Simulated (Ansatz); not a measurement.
Given:

HfGeO3:
```cif
data_GeHfO3
_chemical_formula_sum 'Hf1 Ge1 O3'
_space_group_name_H-M_alt 'P4mm'
_space_group_IT_number 99
_space_group_name_Hall 'P 4 -2'
_cell_length_a 4.01585
_cell_length_b 4.01585
_cell_length_c 4.25040
_cell_angle_alpha 90.000
_cell_angle_beta 90.000
_cell_angle_gamma 90.000
loop_
_atom_site_label
_atom_site_type_symbol
_atom_site_symmetry_multiplicity
_atom_site_Wyckoff_symbol
_atom_site_fract_x
_atom_site_fract_y
_atom_site_fract_z
_atom_site_occupancy
Hf1 Hf 1 b 0.50000 0.50000 0.56761 1
Ge1 Ge 1 a 0.00000 0.00000 0.19398 1
O1 O 2 c 0.00000 0.50000 0.45564 1
O2 O 1 b 0.50000 0.50000 0.01733 1
```

This is the r²SCAN-relaxed structure.

All from r²SCAN (plane waves, PAW; program Ansatz), unless another level is named. Estimate the hole effective mass.

0.46, 0.85, 1.6 mₑ (principal values).

Predict the HSE06 gap on the r²SCAN cell.

2.33 eV.

Give the formation energy from the elements (no fitted shifts).

-2.40 eV/atom.

What about the band gap?

1.66 eV (indirect).

The start of the workflow was typed in or built on a structure type; neither database checked (COD, Materials Project) lists it. Whether it is the stable phase at ambient conditions was not checked. Symmetry was held in the r²SCAN relaxation; its stability against distortions is not shown here. No spin polarisation was allowed. The references are the lowest solids computed at this level, not always the standard phases (solids in place of the gases). Spin–orbit coupling is left out wherever it is not named.

Potentials: the later of the program's two PAW sets.
